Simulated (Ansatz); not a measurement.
BP in space group P-6m2 (No. 187; B on 1a, P on 1f) at seven volumes, DFT-PBE in the program Ansatz with PAW potentials, shape and atoms relaxed at each. One row is withheld.

```csv
V (Å³/atom),P (GPa)
9.488,16.60
9.801,10.17
10.114,4.53
10.427,-0.17
10.739,?
11.052,-7.67
11.365,-10.44
```

Fit the shown pressures and predict the withheld one.

P = (3/2)B₀(x^(7/2) − x^(5/2))[1 + (3/4)(B′ − 4)(x − 1)] with x = (V₀/V)^(2/3). Least squares on the six rows gives V₀ = 10.415 Å³/atom, B₀ = 146 GPa, B′ = 4.38. At V = 10.739, x = 0.9798 and P = -4.18 GPa. The run itself gave -4.26 GPa.

A made-up cell: these elements were put on the sites of a structure type; neither database checked (COD, Materials Project) lists it. It is not the phase usual at ambient conditions (space group No. 216). The cell keeps a stress of up to 0.2 GPa. The cell was relaxed with PBE under the symmetry of its start; whether a distortion lowers the energy is not shown.

Potentials: the later of the program's two PAW sets.
